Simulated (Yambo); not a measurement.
A G0W0@LDA run in Yambo for LiBr (wurtzite, space group P6_3mc, No. 186) (3×3×2 Γ-centred k mesh, bands 3 to 174 and a 8 Ry block in the screening, 174 bands in G with the Bruneval-Gonze terminator, plasmon pole fitted at 27.2 eV) gives these matrix elements, in eV, at the band edges (Γ → Γ):

| state | E0 | <Vxc> | <Σx> | <Σc(E0)> | Z |
|---|---|---|---|---|---|
| valence edge | 0.000 | -13.061 | -16.725 | 1.611 | 0.820 |
| conduction edge | 4.816 | -7.823 | -3.537 | -3.131 | 0.855 |

Question: Solve the linearised quasiparticle equation for both states, give the gap, and say how exchange and correlation each act on it.

Answer: E = E0 + Z(Σx + Σc − Vxc). Valence: 0.000 + 0.820 × (-16.725 + (1.611) − (-13.061)) = -1.68 eV. Conduction: 4.816 + 0.855 × (-3.537 + (-3.131) − (-7.823)) = 5.80 eV. The gap is 7.49 eV, against 4.82 eV in LDA. Replacing Vxc by bare exchange alone would open it by 7.95 eV; correlation takes back 4.74 eV of that, and Z scales what is left. Nearest settings tried, and what they do to the gap: 132 bands in W, 132 bands in G: -22 meV; 6 Ry block (159 vectors against 251): -87 meV; 3×3×1 mesh: -11 meV. So the settings aren't converged at that level. The k mesh is coarse. Spin-orbit splittings are left out.

Geometry relaxed with LDA; primitive cell a = b = 4.0456 Å, c = 6.4821 Å, α = β = 90.00°, γ = 120.00°.

This is not the ordinary phase of the substance; no match was found in the copy of COD used, and its stability was not checked.
